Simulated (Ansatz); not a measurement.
CdF$_{2}$ (fluorite, Fm-3m), PBE in the plane-wave PAW code Ansatz. The conduction-band minimum lies at Γ, with 1 equivalent valley. Second derivatives d²E/dk² of the lowest band at one valley (eV·Å²), along Cartesian directions:

| direction | d²E/dk² |
|---|---|
| [100] | 20.06 |
| [010] | 20.06 |
| [001] | 20.06 |
| [110] | 20.07 |
| [101] | 20.07 |
| [011] | 20.07 |

Task: Find the principal effective masses, the density-of-states mass and the conductivity mass.

Result: Off-diagonal terms follow from H_xy = H[110] − (H_xx + H_yy)/2, and m*/mₑ = 7.620 eV·Å² over each eigenvalue: 0.38, 0.38, 0.38. One valley's DOS mass (m₁m₂m₃)^(1/3) = 0.38, conductivity mass 3/(Σ 1/mᵢ) = 0.38 mₑ.

Task: What effective density of states Nc follows at 300 K for parabolic valleys?

Result: Nc = 2.509e19 × 1 × (0.38)^(3/2) ≈ 5.9e18 cm⁻³.

The cell was relaxed with PBE under the symmetry of its start. Spin–orbit coupling is left out wherever it is not named.

Potentials: the later of the program's two PAW sets.

Edges and masses are those of Kohn–Sham bands, whose gap is no quasiparticle gap.
